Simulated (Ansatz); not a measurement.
Relaxed PbSe (rock salt):

```yaml
crystal:
  lattice:
    - [0.00000, 6.21775, 6.21775]
    - [3.10888, 0.00000, 3.10888]
    - [3.10888, 3.10888, 0.00000]
  atoms:
    - { symbol: Se, position: [0.00000, 0.00000, 0.00000] }
    - { symbol: Se, position: [0.50000, 0.00000, 0.00000] }
    - { symbol: Pb, position: [0.25000, 0.50000, 0.50000] }
    - { symbol: Pb, position: [0.75000, 0.50000, 0.50000] }
```

The atoms are displaced by Q × the pattern below (from a DFPT mode at L = (0.5, 0.0, 0.0), largest move 1; Q in Å), at fixed cell. (q is in reciprocal vectors of the primitive cell; the cell shown is doubled to hold the pattern.)

```
atom       x       y       z
----  ------  ------  ------
Se1   -0.577   0.577   0.577
Se2    0.577  -0.577  -0.577
```

Atoms not listed stay in place.

The numbers are results of PBE (plane waves to 420 eV, PAW, scalar-relativistic; Ansatz, a quantum-chemistry and plane-wave program), not measurements. k mesh 9×9×9 (Γ-centred), Fermi-Dirac smearing 0.05 eV. PbSe was relaxed with its symmetry unable to fall. Spin-orbit coupling is left out, though Pb is heavy. 

```csv
Q (Å),−dE/dQ from forces (eV/Å)
-0.180,1.953
-0.150,1.633
-0.120,1.309
-0.090,0.984
-0.060,0.657
-0.030,0.329
0.000,0.000
0.030,-0.329
0.060,-0.657
0.090,-0.984
0.120,-1.309
0.150,-1.633
0.180,-1.953
```

Question: What harmonic wavenumber does the curvature at Q = 0 give?

Answer: 137 cm⁻¹. E″ = 10.96 eV/Å², M = Σ mᵢ|uᵢ|² = 157.9 u, ν̃ = 521.5·√(|E″|/M).

(A displaced cell: forces are minus the slopes of the energy, force constants its curvatures, and phonons follow from these.)
